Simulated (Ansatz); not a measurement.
SrMnO3: reading a single point

```
Sr Mn O
1.0
     3.85904    0.00000    0.00000
     0.00000    3.85904    0.00000
     0.00000    0.00000    3.85904
Sr Mn O
1 1 3
Direct
  0.50000 0.50000 0.50000
  0.00000 0.00000 0.00000
  0.50000 0.00000 0.00000
  0.00000 0.50000 0.00000
  0.00000 0.00000 0.50000
```

Single point in Ansatz 0.2.0 with PBEsol, spin-orbit coupling. Cutoff 420 eV, PAW datasets, 6×6×6 Γ-centred k mesh, fermi-dirac filling (width 0.1 eV).

Magnetic state (reached from a saved solution, and it need not be the lowest): Mn2 along (0.00, 0.00, 1.00).

**Moments.** Mn2 2.68 μB of spin moment in Bader basins; net size 3.01 μB a cell.
**Stress.** The pressure is -9.4 GPa (compression positive), so with the atoms held at these fractions the cell would first shrink.
**Electronic structure.** It is a metal, with about 2 states/eV a cell as the mean within 0.25 eV of the Fermi level, mostly Mn d (48 %) and O p (48 %).
**Charges.** Bader charges in e: Sr +1.59, Mn +1.82, O -1.14. In the mean Mn gives up most and O takes most.

Origin: a known structure type with other elements, at an estimated volume, so it need not be a known compound. Caveats: semilocal functionals often miss the gap of such magnets; the SCF threshold is loose for a stress.
